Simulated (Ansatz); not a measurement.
An Ansatz (a quantum-chemistry and plane-wave program) run. Input:

Ansatz 0.2 input:
```yaml
crystal:
  lattice:
    - [0.0, 2.7732268945, 2.7732268945]
    - [2.7732268945, 0.0, 2.7732268945]
    - [2.7732268945, 2.7732268945, 0.0]
  atoms:
    - { symbol: N, position: [0.25, 0.25, 0.25] }
    - { symbol: La, position: [0.0, 0.0, 0.0] }
kpoints:
  mp_grid: { grid: [9, 9, 9] }
hamiltonian:
  xc: pbesol
  pseudopotentials: { kind: paw }
scf:
  occupations: { method: fixed }
elastic: { mode: relaxed_ion, stencil: two_point, amplitude: 0.005, f_tol: 0.0005 }
output: { polarization: {} }
```

Output (shortened):

```
Pseudopotential: N, paw, valence charge 5
Pseudopotential: La, paw, valence charge 11
Functional definition: PBEsol
Crystal: 2 atoms, lattice volume = 42.657 Å³
Basis set: ecut = 420 eV, 869 PW (Γ), exchange–correlation on 54×54×54 points (8 copies of the dense FFT grid, shifted against one another)
Bands: 12, of which v1, the nominal top of the filled ones, is band 8 counted from 1 (7 counted from 0)
Symmetry: 24 space group operations
Space group: F-43m (ITA 216), of the structure as read, at distance tolerance 3.5e-5 Å
k-points: 35 of 729 (time reversal used)
SCF 1 converged in 9 iterations: F = -6542.318127 eV  dr2 = 1.07e-14
Crystal: 2 atoms, lattice volume = 42.443 Å³
Symmetry: 8 space group operations
k-points: 75 of 729 (time reversal used)
SCF 2 converged in 9 iterations: F = -6542.317792 eV  dr2 = 1.19e-14
Crystal: 2 atoms, lattice volume = 42.870 Å³
SCF 3 converged in 9 iterations: F = -6542.317795 eV  dr2 = 1.31e-14
Crystal: 2 atoms, lattice volume = 42.656 Å³
Symmetry: 4 space group operations
k-points: 125 of 729 (time reversal used)
SCF 4 converged in 10 iterations: F = -6542.317979 eV  dr2 = 1.04e-14
relax step   1: F+E_penalty+E_count = -6542.31797885 eV  Δ(F+E_penalty+E_count) = +0.000e0 eV  max|allowed force component| = 2.051e-2 eV/Å  Δτ_max = 0.0000 Å  (10 SCF iters, accepted)
Crystal: 2 atoms, lattice volume = 42.656 Å³
SCF 5 converged in 8 iterations: F = -6542.318017 eV  dr2 = 4.11e-14
relax step   2: F+E_penalty+E_count = -6542.31801693 eV  Δ(F+E_penalty+E_count) = -3.808e-5 eV  max|allowed force component| = 2.077e-4 eV/Å  Δτ_max = 0.0018 Å  (8 SCF iters, accepted)
Crystal: 2 atoms, lattice volume = 42.656 Å³
SCF 6 converged in 6 iterations: F = -6542.318017 eV  dr2 = 1.22e-14
Crystal: 2 atoms, lattice volume = 42.656 Å³
SCF 7 converged in 10 iterations: F = -6542.317979 eV  dr2 = 8.79e-15
relax step   1: F+E_penalty+E_count = -6542.31797885 eV  Δ(F+E_penalty+E_count) = +0.000e0 eV  max|allowed force component| = 2.051e-2 eV/Å  Δτ_max = 0.0000 Å  (10 SCF iters, accepted)
Crystal: 2 atoms, lattice volume = 42.656 Å³
SCF 8 converged in 8 iterations: F = -6542.318017 eV  dr2 = 3.83e-14
relax step   2: F+E_penalty+E_count = -6542.31801693 eV  Δ(F+E_penalty+E_count) = -3.808e-5 eV  max|allowed force component| = 2.077e-4 eV/Å  Δτ_max = 0.0018 Å  (8 SCF iters, accepted)
Crystal: 2 atoms, lattice volume = 42.656 Å³
SCF 9 converged in 6 iterations: F = -6542.318017 eV  dr2 = 1.39e-14
SCF converged after 9 iterations
Free energy (F): -6542.318127 eV
Harris-Foulkes:  -6542.318127 eV  (|F-HF|=1.82e-12)
Internal energy: -6542.318127 eV  (E = F + TS)
E sigma→0 (E₀):  -6542.318127 eV
Fermi energy:    9.403526 eV
--- Per-component energies (eV) ---
  E_band       = -26.856243
  E_kinetic    = 323.070145
  E_local      = -566.468741  (includes V_loc(G=0)·N_el)
  E_nonlocal   = 143.483361
  E_hartree    = 190.651747
  E_xc         = -198.715037
  E_vxc        = -224.315011  (∫ρ·V_xc dr)
  E_paw        = -5451.097029  (= ΣΔE_a)
  E_vpaw       = -83.929582  (= ΣTr[D̂ρ^β])
  E_aug_tail   = 0.000087  (compensation charges beyond the density's cutoff)
  E_ewald      = -983.440269
  E_core_change = 0.197608  (= ΣΔE_core)
  E_smearing   =  0.000000  (= −TS)
  E_closure    = 0.000000  (closes the sum)
  Σ components = -6542.318127   (vs F -6542.318127, Δ=0.00e0)
--- Forces (eV/Å), atoms counted from 1 ---
  atom   1  N      0.00000000     0.00000000     0.00000000
  atom   2  La     0.00000000     0.00000000     0.00000000
  max |Σ_I F_I| component: 5.30e-16 eV/Å
--- Stress (GPa, compression-positive) ---
        0.000577       0.000000       0.000000
        0.000000       0.000577       0.000000
        0.000000       0.000000       0.000577
  P = ⅓ Tr σ = 0.0006 GPa (0.006 kbar)
--- Band table (eV; the first three rows and the last of 35) ---
  k-point 0: bands = ["-21.2923", "-4.5994", "-4.5994", "-4.5994", "-2.1103", "7.4023", "7.4023", "7.4023", "10.5539", "13.3392", "13.3392", "13.3392"]
  k-point 1: bands = ["-21.2736", "-4.9471", "-4.6229", "-4.6229", "-1.8240", "7.3745", "7.4898", "7.4898", "10.9644", "13.2858", "13.2858", "13.3008"]
  k-point 2: bands = ["-21.2256", "-5.6090", "-4.6813", "-4.6813", "-1.3465", "7.5510", "7.6961", "7.6961", "11.6986", "13.1842", "13.1842", "13.2609"]
  k-point 34: bands = ["-21.0769", "-6.4959", "-5.3796", "-5.0903", "-0.2471", "7.9145", "8.3397", "9.2072", "11.8106", "12.8107", "13.4077", "13.5076"]
--- Elastic constants: 2 strain directions × 2 members + reference (group order 24) ---
  dense FFT box of the reference and of every strained cell: 27×27×27
  strains applied: 11, 23; error gains: componentwise 1.00 (the most a stress slope's error grows in a printed constant), spectral 1.73 (1 for all six strains …
  C = ∂σ_k/∂η_j (tension-positive GPa; Voigt order 11 22 33 23 13 12):
       103.653     86.003     86.003      0.000      0.000      0.000
        86.003    103.653     86.003      0.000      0.000      0.000
        86.003     86.003    103.653      0.000      0.000      0.000
         0.000      0.000      0.000     30.454      0.000      0.000
         0.000      0.000      0.000      0.000     30.454      0.000
         0.000      0.000      0.000      0.000      0.000     30.454
  reference stress σ⁰ (GPa):     -0.001     -0.001     -0.001      0.000      0.000      0.000
  moduli (Voigt/Reuss/Hill, GPa): K = 91.89/91.89/91.89   G = 21.80/15.38/18.59   E = 52.25   ν = 0.405
  mechanically stable: yes (min eigenvalue of sym C = 17.65 GPa)
  e, the proper piezoelectric tensor (elastic.mode: relaxed_ion; C/m²; rows x y z; Voigt order 11 22 33 23 13 12):
       0.00000    0.00000    0.00000   -0.30534    0.00000    0.00000
       0.00000    0.00000    0.00000    0.00000   -0.30534    0.00000
       0.00000    0.00000    0.00000    0.00000    0.00000   -0.30534
  ±, each entry's uncertainty from the finite density of the strings (C/m²), an estimate: the size of the correction for it that the entry includes:
       0.00000    0.00000    0.00000    0.04015    0.00000    0.00000
       0.00000    0.00000    0.00000    0.00000    0.04015    0.00000
       0.00000    0.00000    0.00000    0.00000    0.00000    0.04015
  strain η (Voigt 11):  stress-route row diagonal C_11 = 103.65 GPa, energy-path curvature d²(F+E_count+ΔE)/dδ²/Ω₀ = 103.65 GPa
         δ    σ_11 (GPa)             F (eV)   n_scf  n_hpsi   n_pw
    -5.000e-3      -0.5190       -6542.3177920       9   19322    869   relax 0 steps, max|allowed force component| 6.94e-17 eV/Å
     5.000e-3       0.5175       -6542.3177950       9   19633    869   relax 0 steps, max|allowed force component| 6.94e-17 eV/Å
  strain η (Voigt 23):  stress-route row diagonal C_44 = 30.45 GPa, energy-path curvature d²(F+E_count+ΔE)/dδ²/Ω₀ = 30.42 GPa
         δ    σ_23 (GPa)             F (eV)   n_scf  n_hpsi   n_pw
    -5.000e-3      -0.1523       -6542.3180169       6   24931    869   relax 2 steps, max|allowed force component| 2.08e-4 eV/Å
     5.000e-3       0.1523       -6542.3180169       6   24926    869   relax 2 steps, max|allowed force component| 2.08e-4 eV/Å
--- Formal polarisation (Berry phase): one branch of a lattice of values; only differences between neighbouring runs are physical ---
  axis  mesh            electronic          ionic      p = total  spread (rad)  least overlap  resolved gap  δp at fixed H ≤   (phases in cycles; p mod 1 …
  b1    9×9×9           0.00000000     1.25000000     1.25000000      0.479493         0.9350        2.2308           7.6e-6
  b2    9×9×9           0.00000000     1.25000000     1.25000000      0.479493         0.9350        2.2308           7.6e-6
  b3    9×9×9           0.00000000     1.25000000     1.25000000      0.479493         0.9350        2.2308           7.6e-6
  quantum along a1:   0.09194205 e/Å² =   147.307409 µC/cm²
  quantum along a2:   0.09194205 e/Å² =   147.307409 µC/cm²
  quantum along a3:   0.09194205 e/Å² =   147.307409 µC/cm²
  P = (  0.16253212,   0.16253212,   0.16253212) e/Å² = (  260.405169,   260.405169,   260.405169) µC/cm²  (mod the quanta)
```

Cost: about 60 core-seconds (a rough figure) on shared cores.

The start of the workflow was typed in or built on a structure type; neither database checked (COD, Materials Project) lists it. COD files the formula under space group No. 225, so this cell is another polymorph or a model. Whether it is the stable phase at ambient conditions was not checked. The PBEsol relaxation kept the symmetry of its start; phonons on a q-mesh show no instability. Spin–orbit coupling is left out wherever it is not named.

Potentials: the later of the program's two PAW sets.

Ansatz is a plane-wave DFT program.
